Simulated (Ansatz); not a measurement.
The relaxed structure here is a generated cell of MgF2: the first start was made by a random draw of sites in a space group, and the end was not matched to a known phase here, so it may be hypothetical. Known forms of MgF2 include space group No. 136.

One starting cell of MgF₂ (a randomly generated symmetric cell of MgF2 (space group No. 191)) was relaxed twice with Ansatz (plane waves, PAW, scalar-relativistic): with PBEsol at 420 eV and with PBE at 420 eV. The PBEsol result:

Space group P6/mmm (No. 191); a = b = 6.4422 Å, c = 3.0554 Å, α = β = 90.00°, γ = 120.00°

| atom | site | symmetry | x | y | z |
|---|---|---|---|---|---|
| F | 6j | m2m | 0.0000 | 0.3326 | 0.0000 |
| Mg | 1b | 6/mmm | 0.0000 | 0.0000 | 0.5000 |
| Mg | 2c | -6m2 | 0.3333 | 0.6667 | 0.0000 |

| quantity | PBEsol | PBE |
|---|---|---|
| space group | P6/mmm | P6/mmm |
| volume (Å³/atom) | 12.20 | ? |
| a (Å) | 6.442 | ? |
| c (Å) | 3.055 | ? |
| gap (eV, no spin-orbit coupling) | 1.19 | ? |

**Question.** What does PBE give for the same quantities?

**Answer.** 
- volume (Å³/atom), PBE: 12.74
- a (Å), PBE: 6.516
- c (Å), PBE: 3.118
- gap (eV, no spin-orbit coupling), PBE: 1.20

Both levels end in the same structure; PBE's volume is 4.4 % larger; its gap is the same within 0.05 eV. Neither column is exact.

No spin polarisation in the result.

The run could not lower the symmetry of its start; a shaken copy of this end point relaxes with PBEsol to P-31m (No. 162), 1.141 eV/atom lower.

Ansatz is a quantum-chemistry and plane-wave program.
